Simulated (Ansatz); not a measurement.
# Structure types of Sn compared at 52 GPa

Structure types of Sn are relaxed in primitive cells with their symmetry kept at 52 GPa, first on PAW files, then by LAPW. The enthalpy is E + pV at zero temperature, without zero-point motion. Only the types listed were tried, and differences under about 5 meV/atom are mesh noise. Not among the end structures: fcc, diamond, which may lie lower.

All numbers are LDA results (scalar-relativistic) from Ansatz 0.2.0, with Fermi–Dirac smearing of 0.08 eV, no spin polarisation. Methods: LAPW: all electrons, basis error target 0.5 meV/atom; PAW: frozen-core files, cutoff 420 eV.

k meshes: bcc 16×16×16, hcp 15×15×8, beta tin 15×15×15, omega 8×8×11, sc 14×14×14.

Spin–orbit coupling is left out, which matters for the heavy atoms. The PAW files were made under PBE.

Question: Which type is lowest in enthalpy, and by how much?

Answer: bcc, 7 meV/atom below hcp. The whole table:

```csv
start type,ends as,"a, b, c (Å)",V (Å³/atom),"H − H(lowest), LAPW (meV/atom)","same, PAW"
bcc,"bcc, Im-3m","3.284, 3.284, 3.284",17.70,0.0,0.0
hcp,"hcp, P6_3/mmc","2.925, 2.925, 4.786",17.73,7.0,6.8
beta tin,"beta tin, I4_1/amd","5.128, 5.128, 2.773",18.23,142.9,143.0
omega,"omega, P6/mmm","4.735, 4.735, 2.756",17.84,58.1,58.1
sc,"sc, Pm-3m","2.660, 2.660, 2.660",18.82,402.9,403.0
```
